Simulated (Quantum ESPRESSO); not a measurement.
# Band energies of RuP₄

```xyz
10
Lattice="4.6931 0.0000 0.0000 0.0000 4.6858 0.0000 -1.1728 0.0000 7.0245" Properties=species:S:1:pos:R:3 pbc="T T T"
P      3.3847     3.7917     1.7671
P      0.1356     0.8941     5.2574
P      0.7220     1.4488     1.7452
P      2.7983     3.2370     5.2793
P      1.8416     1.6455     6.3989
P      1.6787     3.0403     0.6256
P      1.0923     3.9883     4.1378
P      2.4280     0.6974     2.8866
Ru    -0.5864     2.3429     3.5122
Ru     0.0000     0.0000     0.0000
```

norm-conserving PBEsol (Quantum ESPRESSO, 84 Ry, scalar-relativistic); path ΓYHCEM1AXH1,MDZ,YD; energies in eV from the valence-band maximum.

```csv
k (1/Å),point,band 32,band 33,band 34,band 35,band 36,band 37,band 38,band 39
0.00,Γ,-1.71,-1.61,-0.84,-0.81,-0.54,0.78,1.48,2.07
0.22,,-1.66,-1.59,-1.28,-0.59,-0.36,0.97,1.58,2.02
0.45,Y,-2.03,-1.08,-1.08,-0.59,-0.59,1.29,1.29,2.19
0.65,,-1.34,-1.18,-1.06,-0.71,-0.55,1.26,1.51,1.93
0.86,,-1.34,-0.98,-0.95,-0.68,-0.60,0.97,1.46,1.74
1.06,H,-1.56,-1.06,-0.96,-0.74,-0.60,0.82,1.20,1.63
1.06,C,-1.31,-1.17,-1.17,-0.71,-0.71,0.97,0.97,1.61
1.28,,-1.39,-1.19,-1.19,-0.62,-0.62,1.26,1.26,2.05
1.73,E,-1.41,-0.99,-0.99,-0.41,-0.41,2.59,2.59,2.83
1.73,M1,-1.45,-1.05,-1.05,-0.40,-0.40,2.42,2.42,2.74
2.07,A,-1.62,-1.22,-1.22,0.00,0.00,1.92,1.92,2.73
2.24,,-1.46,-1.30,-1.16,-0.26,-0.10,1.85,1.96,2.52
2.41,,-1.44,-1.27,-1.20,-0.45,-0.42,1.70,1.82,2.55
2.74,X,-1.50,-1.17,-1.01,-0.64,-0.40,0.75,1.56,2.09
2.74,H1,-1.56,-1.06,-0.96,-0.74,-0.60,0.82,1.20,1.63
3.46,M,-1.45,-1.05,-1.05,-0.40,-0.40,2.42,2.42,2.74
3.61,,-1.49,-1.22,-1.22,-0.50,-0.50,2.25,2.25,2.38
3.76,,-1.55,-1.28,-1.28,-0.53,-0.53,1.62,1.62,2.29
4.07,D,-1.73,-0.88,-0.88,-0.82,-0.82,0.96,0.96,2.22
4.22,,-1.72,-1.16,-1.16,-0.65,-0.65,0.99,0.99,2.31
4.52,Z,-1.70,-1.03,-1.03,-0.66,-0.66,1.16,1.16,2.25
4.52,Y,-2.03,-1.08,-1.08,-0.59,-0.59,1.29,1.29,2.19
4.85,,-1.66,-1.38,-1.38,-0.37,-0.37,1.26,1.26,2.17
5.19,D,-1.73,-0.88,-0.88,-0.82,-0.82,0.96,0.96,2.22
```

The PBEsol gap is indirect, 0.75 eV, from A to X; the smallest direct gap is 1.05 eV.

Spin-orbit splittings are left out.

Geometry of the Materials Project entry, not relaxed at this level.

The structure is a Materials Project entry; no match was found in the copy of COD used, and its stability was not checked.
